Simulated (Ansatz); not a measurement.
CuPd (CsCl type, Pm-3m) under volume change, r²SCAN in the plane-wave PAW code Ansatz, scaled uniformly.

| V (Å³/atom) | E − E(relaxed) (meV/atom) | P (GPa) |
|---|---|---|
| 12.038 | 70.4 | 20.89 |
| 12.435 | 29.2 | 12.60 |
| 12.832 | 6.8 | 5.71 |
| 13.228 | 0.0 | 0.00 |
| 13.625 | 6.0 | -4.73 |
| 14.022 | 22.7 | -8.63 |
| 14.419 | 48.2 | -11.85 |

Task: What does a third-order Birch–Murnaghan fit give for V₀, B₀ and B′?

Result: V₀ = 13.23 Å³/atom, B₀ = 173 GPa, B′ = 5.3.

The workflow started from an entry of the Crystallography Open Database (COD). Whether it is the stable phase at ambient conditions was not checked. Symmetry was held in the r²SCAN relaxation; whether a distortion lowers the energy is not shown. The run is not spin-polarised.

Potentials: the later of the program's two PAW sets.
